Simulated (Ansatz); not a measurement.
CoP$_{2}$:
Space group P2₁/c (No. 14); a = 5.4750 Å, b = 5.4841 Å, c = 5.5543 Å, α = γ = 90.00°, β = 114.55°

```csv
atom,site,symmetry,x,y,z
Co,4e,1,0.2722,0.0010,0.2899
P,4e,1,0.8429,0.1284,0.1294
P,4e,1,0.3396,0.3703,0.1833
```

Relaxed with PBEsol. PBEsol in the plane-wave PAW code Ansatz gives a gap of 0.51 eV.

Task: What gap does HSE06 give on the same cell (Ansatz, PAW)?

Result: 0.81 eV, 0.30 eV more. The hybrid was solved on a coarser mesh and at special points; the gap given is the minimum over both.

```csv
k,v1 PBEsol,c1 PBEsol,v1 HSE06,c1 HSE06
Γ,-0.84,0.80,___,___
Z,-0.48,1.56,-0.64,2.22
B,-0.53,0.89,___,___
Y2,0.00,0.52,0.00,0.81
C2,-0.51,0.82,-0.52,1.33
D,-0.35,0.65,___,___
A,-0.55,1.72,___,___
E,-0.24,0.77,-0.15,1.66
```

Task: Top valence (v1) and lowest conduction level (c1) in eV from each method's valence maximum (which need not be a listed point): supply the withheld HSE06 values.

Result: 
- Γ, v1 HSE06: -1.24
- Γ, c1 HSE06: 1.35
- B, v1 HSE06: -0.73
- B, c1 HSE06: 1.42
- D, v1 HSE06: -0.42
- D, c1 HSE06: 1.08
- A, v1 HSE06: -0.62
- A, c1 HSE06: 2.65

Cost on shared cores: the PBEsol run (SCF on a 6×5×6 mesh, then bands and DOS) roughly 8 core-minutes, the HSE06 run (SCF on 4×3×3, then a few points) very roughly 11 core-minutes; the tasks are unlike.

Space group P2_1/c. The workflow started from a Materials Project entry (that database holds measured and hypothetical structures alike); the Crystallography Open Database copy checked does not list it. Its standing as an ambient phase is unchecked. The PBEsol relaxation kept the symmetry of its start; whether a distortion lowers the energy is not shown. No spin polarisation was allowed.

Potentials: the later of the program's two PAW sets.
